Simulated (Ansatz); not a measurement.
Ansatz input

```yaml
crystal:
  lattice:
    - [-1.2687694972, 1.2687687498, 1.7942827943]
    - [1.2687687498, -1.2687694972, 1.7942827943]
    - [1.2687725782, 1.2687725782, -1.7942841631]
  atoms:
    - { symbol: C, position: [0.9999999494, 5.06e-08, 0.0] }
    - { symbol: C, position: [0.7500000506, 0.2499999494, 0.5] }
hamiltonian:
  xc: rpbe
  pseudopotentials:
    kind: paw
    azcp:
      C: "pseudopotentials/C.paw.azcp"
basis:
  ecutwfc: 420
  fft_grid_basis: typed
kpoints:
  mp_grid: { grid: [25, 25, 28], shift: [0, 0, 0] }
magnetization:
  spin_polarized: false
scf:
  occupations: { method: fermi_dirac, width: 0.1 }
```

Terminal output

```
Warning: the atoms were moved onto the symmetric positions of the space group found under crystal.symmetry.tolerance 1.0e-5 (fractional; no operation is sought that the atoms, as they stand in a round, miss by more than twice it, and no atom is moved by as much as it), and the run uses the moved positions. Before a round's move an operation carried an atom to 3.63e-7 Å from where it should land, the largest such distance. Atom 0 (counting from 0) moved farthest, by 1.82e-7 Å; the longest move in fractions of the cell, of whichever atom, is 7.2e-3 of the tolerance, in 1 round. To run the atoms as typed, lower crystal.symmetry.tolerance until the operations that they miss are no longer found, or set crystal.symmetry.detect: false (a key that needs symmetry detection or time reversal refuses this as the deck is read). The positions used, in the order of the run's atom list: position: [1.0, 1.7476473458673356e-17, 0.0]; position: [0.75, 0.25, 0.5]; The lattice was moved too: crystal.lattice, of which some number shows no typed digit to judge by, misses the space group found at crystal.symmetry.tolerance 1.0e-5 by more than rounding, which is why this is a warning: the operation that it misses by the most changes a squared length by the fraction 5.08e-6, and from 1e-6 on that is taken for a strain and not for rounding. The run uses the lattice that is a stretch of the typed one, with no rotation, onto the one that keeps every operation to a double's rounding (on a very oblique basis the stretch itself rounds by more); the deck's lattice vector that moved farthest moved by 3.27e-6 Å. To run the lattice as typed, set crystal.symmetry.tolerance under 2.11e-6, the least fraction by which an operation that the lattice misses changes a squared length (the same key also sets how far an atom may lie from its image, so lowering it can lose operations that the atoms keep only within it), or set crystal.symmetry.detect: false, as for the atoms. crystal.lattice made exact, in Å and degrees: [[-1.2687703669154797, 1.2687709610867597, 1.7942827943000286], [1.2687709610867597, -1.2687703669154797, 1.7942827943000286], [1.268770366915445, 1.268770366915445, -1.794283214449568]]. Pasted over the deck's crystal.lattice, beside positions in fractional coordinates, it runs the same cell (given as lengths and angles, that cell in the form's own orientation, a rigid turn of the misfit's size from the one run here, for which a checkpoint.post_process_only pass over this run's state can be refused: where this run relaxes nothing, give such a pass this deck's own crystal.lattice, as typed; behind a relaxation, as crystal.lattice, the state's own cell, identity.cell in its checkpoint.json), and a matrix so pasted ends this notice, except on a very skew basis of the lattice, where the rounding of the pasted numbers themselves can read as a misfit: the cell is then moved again, and that move is told again. The lattice as run is in this notice's lattice.as_run_ang field (Run.prep()["deck_notices"] in Python, the deck_notice line of an events file, deck_notices of ansatz run --dry-run=json, or deck_notices in record.json in the deck's checkpoint.write directory).
Warning: 32 symmetry operations that the atoms keep within the bar at which the run's group was sought (crystal.symmetry.tolerance 1.0e-5, or twice it) were not taken beside the 16 unitary ones that the detection took (of a slab, those that keep its plane). If the more symmetric cell is meant, write the vectors of crystal.lattice to more decimals, or, with the positions in fractional coordinates, give it by lengths and angles (which lays the cell in the standard orientation, to which the deck's other Cartesian keys then refer), with the lengths that are meant to be equal typed equal, the angles likewise, and each angle that the symmetry fixes typed at its exact value (of a frozen-density pass: in the run whose state it reads). The detection then takes those 32 too, where the atoms keep them as a group. The lattice (crystal.lattice as typed, or as saved on a frozen-density pass laid at its state's geometry) misses each of them by more than the tolerance, the farthest off changing a squared length by the fraction 3.6e-5. The run does not impose them: its cell is that one, or, where this deck is also told that its lattice was moved onto its group, that cell laid onto the operations that were taken. If the cell is strained on purpose, what lies past the tolerance is rightly left out.
Warning: crystal.symmetry: narrowed to the stabiliser of the k-point mesh — unitary ops 16 → 4; excluded 12 operations that carry a point of the 25×25×28 mesh (shift [0, 0, 0]) off the mesh (the run samples exactly the mesh kpoints.mp_grid names, as under crystal.symmetry.detect: false, and its converged state has the mesh's symmetry, not the crystal's; ε∞, the Born charges and the force constants of a linear response (`dielectric:` by the response, `phonons.method: dfpt`) are averaged over those of the crystal's operations that the state keeps within a tolerance, where `mesh_tensors`, `unaveraged_element` or `gamma_mean_max_change_ev_ang2` stands beside them; a row that `dielectric.field_direction` solves alone is averaged likewise, with nothing beside; a Γ-centred mesh of equal divisions is mapped onto itself by every operation and keeps the whole group, as does a half-shifted one under kpoints.further_shifts: images)
Engine: ansatz 0.2.0, aarch64-unknown-linux-gnu
Pseudopotentials: kind: paw
Pseudopotential: C, paw, valence charge 4, recommended cutoff 420 eV (normal) 
Functional definition: RPBE
  parameter kappa = 0.804
  parameter beta = 0.06672455060314922
  exchange = rpbe_x(kappa = kappa, mu = beta*pi^2/3)
  correlation = pbe_c(beta = beta)
Crystal: 2 atoms, lattice volume = 11.554 Å³
Basis set: ecut = 420 eV, 229 PW (Γ)
Bands: 8, of which v1, the nominal top of the filled ones, is band 4 counted from 1 (3 counted from 0)
Symmetry: 4 space group operations
k-points: 4563 of 17500
Non-local potential: C, projectors of the file, l = 0: 2, l = 1: 2, l = 2: 1
PAW form: soft (Blöchl's): semilocal exchange-correlation on the pseudo side does not see the compensation charge
PAW frozen core: C, regenerated for the run's functional, and the local potential with it (the file was generated under x = pbe(κ = 0.804, μ = 0.2195149727645171), c = pbe(β = 0.06672455060314922))
PAW one-centre angular grid: C, 110 points (default); XC on 64 Gauss nodes
Initial density: superposition of atomic densities (neutral atoms: chi_scale 0, normalization atom), corrected by the library's trained network
Initial wavefunctions: pseudopotential atomic-orbital guess
Functional: x = rpbe, c = pbe(β = 0.06672455060314922)
SCF iter   1: F=—  HF=-504.099237 eV  |F-HF|=—  |Δ(HF+E_count)|=         —  Δρ=3.89e-3  dr2=4.34e-4  ethr=1.77e-3  ⟨swp⟩=4.6  Hψ=236197  notcnv=0
SCF iter   2: F=—  HF=-504.099371 eV  |F-HF|=—  |Δ(HF+E_count)|=   1.34e-4  Δρ=1.95e-3  dr2=1.16e-4  ethr=5.42e-6  ⟨swp⟩=2.1  Hψ=87780  notcnv=0
SCF iter   3: F=—  HF=-504.099445 eV  |F-HF|=—  |Δ(HF+E_count)|=   7.42e-5  Δρ=1.11e-4  dr2=4.35e-7  ethr=1.46e-6  ⟨swp⟩=2.0  Hψ=47924  notcnv=0
SCF iter   4: F=—  HF=-504.099445 eV  |F-HF|=—  |Δ(HF+E_count)|=   2.39e-8  Δρ=3.76e-5  dr2=3.95e-8  ethr=5.44e-9  ⟨swp⟩=2.2  Hψ=55009  notcnv=0
iter 5 did not close the SCF: its close was put off for the readings that it lacked (scf_convergence_deferred on its scf_iter line)
SCF iter   5: F=-504.099445 eV  HF=-504.099445 eV  |F-HF|=9.16e-10  |Δ(HF+E_count)|=   1.38e-8  Δρ=6.45e-6  dr2=2.52e-9  ethr=4.94e-10  ⟨swp⟩=2.6  Hψ=53689  notcnv=0
SCF iter   6: F=-504.099445 eV  HF=-504.099445 eV  |F-HF|=1.43e-11  |Δ(HF+E_count)|=  6.97e-10  Δρ=7.77e-7  dr2=4.64e-11  ethr=3.15e-11  ⟨swp⟩=1.0  Hψ=108791  notcnv=0
SCF 1 converged in 6 iterations: F = -504.099445 eV  dr2 = 4.64e-11
SCF converged after 6 iterations
Free energy (F): -504.099445 eV
Harris-Foulkes:  -504.099445 eV  (|F-HF|=1.43e-11)
Internal energy: -504.099445 eV  (E = F + TS)
E sigma→0 (E₀):  -504.099445 eV
Fermi energy:    15.139616 eV
--- Per-component energies (eV) ---
  E_band       = 33.644359
  E_kinetic    = 183.145361
  E_local      = -122.391471  (includes V_loc(G=0)·N_el)
  E_nonlocal   = 51.918721
  E_hartree    = 26.978519
  E_xc         = -97.309975
  E_vxc        = -120.675041  (∫ρ·V_xc dr)
  E_paw        = -200.569762  (= ΣΔE_a)
  E_vpaw       = -12.310208  (= ΣTr[D̂ρ^β])
  E_aug_tail   = 0.000019  (compensation charges beyond the density's cutoff)
  E_ewald      = -345.841229
  E_core_change = -0.029629  (= ΣΔE_core)
  E_smearing   = -0.000000  (= −TS)
  E_closure    = 0.000000  (closes the sum)
  Σ components = -504.099445   (vs F -504.099445, Δ=0.00e0)
```
